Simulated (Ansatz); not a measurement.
**LiScF₄: checking a database structure before trusting its electric field gradients**

The cell is an entry of the Crystallography Open Database (COD), taken as it stands.

Space group I4_1/a:1 (No. 88); a = 4.9806, c = 10.0750 Å.

```
site  Wyckoff  site symmetry       x       y       z
  Li       4a           -4..  0.0000  0.5000  0.2500
  Sc       4b           -4..  0.5000  0.0000  0.2500
   F      16f              1  0.2894  0.3260  0.1680
```

One atom of each set is listed; the run and its k-mesh use a cell of 12 atoms with edges of 6.15, 6.15, 6.15 Å.

Method: Kohn–Sham DFT in Ansatz, PBE, plane waves and PAW, scalar-relativistic, 420 eV cutoff, Γ-centred 7×7×7 k-points, Fermi–Dirac smearing 0.02 eV.

Question: Do the atoms and the cell lie near the calculated equilibrium?

Answer: Nearly. The largest force is 0.21 eV/Å, on atom 7 (F: 1 Li at 1.87 Å, 2 Sc at 2.10–2.17 Å; also 1 Li at 2.75 Å), and the pressure is 3.7 GPa. Relaxing the atoms is still advisable, since electric field gradients respond to shifts of a few hundredths of an ångström.
